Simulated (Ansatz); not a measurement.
One stationary structure of PbSe. Space group Fm-3m (No. 225), rock salt type. All values below come from PBE (plane waves to 420 eV, PAW, scalar-relativistic; Ansatz, an electronic-structure program).

```xyz
2
Lattice="0.0000 3.1085 3.1085 3.1085 0.0000 3.1085 3.1085 3.1085 0.0000" Properties=species:S:1:pos:R:3 pbc="T T T"
Pb     3.1085     3.1085     3.1085
Se     0.0000     0.0000     0.0000
```

Problem. Predict the band gap from PBE.

Solution. 0.43 eV, direct at L (no spin-orbit coupling).

No spin polarisation in the result. Without spin-orbit coupling the bands of the heavy element are not split, so the gap can be far off.

The run could not lose the symmetry of its start; a randomly shaken copy of 4 atoms returns to this structure.
